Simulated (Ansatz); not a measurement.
## Cs: strain energy, fitted

Cs, I4/mmm, a = 6.069 Å, c = 5.898 Å. This isn't the element's structure at ambient conditions. Ansatz: PBEsol, PAW, 420 eV, Γ-centred 10×6×10 mesh on 2 atoms, Gaussian smearing 0.10 eV; no spin polarisation. Series: equal strain along all axes, cell held, atoms fixed by symmetry; x is the strain in per cent. y is the free energy over the unstrained cell, V0 = 108.638 Å³/atom.

```tsv
x (%)	y (meV/atom)
-4.5	?
-3.0	5.99
-1.5	1.44
0.0	0.00
1.5	1.37
3.0	5.29
4.5	11.48
```

Task: Fit y = c2 x² + c3 x³ to the other rows, turn c2 into a modulus, and predict the missing energy.

Result: Least squares on the rows shown. y = 0.6261 x² − 0.01313 x³. In eV per unit strain² c2 is 6.261; the stiffness is B for this strain (E = 9/2 B V0 ε², shape held): 2 × 6.261 × 160.2 / (9 × 108.638) = 2.1 GPa. At x = -4.5 the fit asked for gives 13.87 meV/atom. The run gave 13.96 meV/atom, so the fit is 0.09 meV/atom too low, a small miss on the scale of the series.